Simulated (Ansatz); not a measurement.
The cell below belongs to a search over invented structures; it isn't taken from experiment.

Input and command of a plane-wave DFT calculation in Ansatz:

```yaml
crystal:
  lattice:
    - [5.157458645, -3.166090103, 0.0]
    - [5.157458645, 3.166090103, 0.0]
    - [0.0, 0.0, 5.1144748304]
  atoms:
    - { symbol: Ca, position: [0.8218710225, 0.1781289775, 0.5263773588] }
    - { symbol: Ca, position: [0.1781289775, 0.8218710225, 0.0263773588] }
    - { symbol: Ge, position: [0.507702076, 0.8312813523, 0.5082545913] }
    - { symbol: Ge, position: [0.8312813523, 0.507702076, 0.0082545913] }
    - { symbol: Ge, position: [0.492297924, 0.1687186477, 0.0082545913] }
    - { symbol: Ge, position: [0.1687186477, 0.492297924, 0.5082545913] }
    - { symbol: "N", position: [0.8388445982, 0.5642503431, 0.6361184341] }
    - { symbol: "N", position: [0.4357496569, 0.1611554018, 0.6361184341] }
    - { symbol: "N", position: [0.2062457205, 0.7937542795, 0.5288765904] }
    - { symbol: "N", position: [0.5642503431, 0.8388445982, 0.1361184341] }
    - { symbol: "N", position: [0.1611554018, 0.4357496569, 0.1361184341] }
    - { symbol: "N", position: [0.7937542795, 0.2062457205, 0.0288765904] }
basis:
  ecutwfc: 500
kpoints:
  mp_grid: { grid: [6, 6, 6] }
hamiltonian:
  xc: r2scan
scf:
  occupations: { method: gaussian, width: 0.1 }
output:
  forces: true
  stress: true
  eigenvalues: true
```

```bash
ansatz run input.yaml --threads 1 --pin off --max-ram 2560MiB --backend cpu --events-out ev --progress --plain --runs-dir out
```

Processor: Intel(R) Xeon(R) Platinum 8488C (Sapphire Rapids), 1 thread, on a host shared with other jobs.

Question: How long does it run, and how much memory does it take?

Answer: About 60 s, peak memory 1 GiB. It solves 65 bands at 52 k points (after reduction by symmetry) with about 4227 plane waves, in 8 SCF iterations.
